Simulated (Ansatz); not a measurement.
Input and command of a plane-wave DFT calculation in Ansatz:

```yaml
crystal:
  lattice:
    - [2.9569461349, 0.0, 0.0]
    - [-1.4784730674, 2.97605379, 0.0]
    - [0.0, 0.0, 5.0578]
  atoms:
    - { symbol: Hf, position: [0.3333333333, 0.6666666667, 0.25] }
    - { symbol: Hf, position: [0.6666666667, 0.3333333333, 0.75] }
basis:
  ecutwfc: 420
kpoints:
  mp_grid: { grid: [18, 18, 10] }
hamiltonian:
  xc: pbesol
scf:
  occupations: { method: gaussian, width: 0.15 }
output:
  forces: true
  stress: true
  eigenvalues: true
```

```bash
ansatz run input.yaml --threads 1 --pin off --max-ram 2560MiB --backend cpu --events-out ev --progress --plain --runs-dir out
```

Processor: Arm Neoverse V2, 1 thread, on a host shared with other jobs.

Task: Estimate time, memory and problem size.

Result: About 26 s on 1 thread of Arm Neoverse V2, with other jobs on the host, peak memory 0.75 GiB. It solves 32 bands at 546 k points (the mesh reduced by symmetry) with about 861 plane waves, in 6 SCF iterations.
